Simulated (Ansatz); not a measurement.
**NiS: checking an input**

NiS is taken as a measured crystal structure (space group P6_3/mmc), 4 atoms in the cell. Source: COD entry 1538624; it may be a high-temperature, high-pressure or metastable form.

The calculation used DFT, r2SCAN, PAW, plane waves, scalar-relativistic in Ansatz development build ahead of 0.2.0.

```yaml
crystal:
  lattice:
    - [3.43000124, 0.0, 0.0]
    - [-1.71500062, 2.97046821, 0.0]
    - [0.0, 0.0, 5.34]
  atoms:
    - { symbol: S, position: [0.33333333, 0.66666667, 0.25] }
    - { symbol: S, position: [0.66666667, 0.33333333, 0.75] }
    - { symbol: Ni, position: [0.0, 0.0, 0.0], spin: 2.0 }
    - { symbol: Ni, position: [0.0, 0.0, 0.5], spin: 2.0 }
magnetization:
  spin_polarized: true
hamiltonian:
  xc: r2scan
  pseudopotentials: { kind: paw }
basis:
  ecutwfc: 500
kpoints:
  mp_grid: { grid: [7, 7, 4] }
scf:
  occupations: { method: gaussian, width: 0.03 }
  lower_state_search: "off"
  n_extra_bands: 1
  max_iter: 50
output:
  forces: true
  stress: true
```

r2SCAN tends to overstate moments and magnetic energies in itinerant metals. Only one magnetic start was run, with no search, so the state need not be the lowest.

The run was started with:
```sh
ansatz run input.yaml --threads 2 --pin off --max-ram 5120MiB --backend cpu --events-out ev --progress --plain --runs-dir out
```

Machine: 2 threads of Arm Neoverse V2, on a shared host.

Q: Does the program run this input?

A: No, it refuses it: inconsistent input (scf.n_extra_bands): n_bands = 25 cannot host the net starting moment |Σ_I m_I| = 4.0000 μB: with N_el = 48 the majority spin channel must hold (N_el + |M|)/2 = 26.0000 electrons at no more than one per band — at least 26 bands (25 bands cap the reachable moment at 2·n_bands − N_el = 2.0000 μB) [...]

Q: What has to change?

A: The setting at fault is “1 band beyond the filled ones”: with Gaussian smearing of 0.03 eV and the automatic number of bands the same cell converges in 19 iterations, ferromagnetic, site moments Ni3 1.00, Ni4 1.00 μB, total 2.49 μB per cell, no gap on the k-mesh.
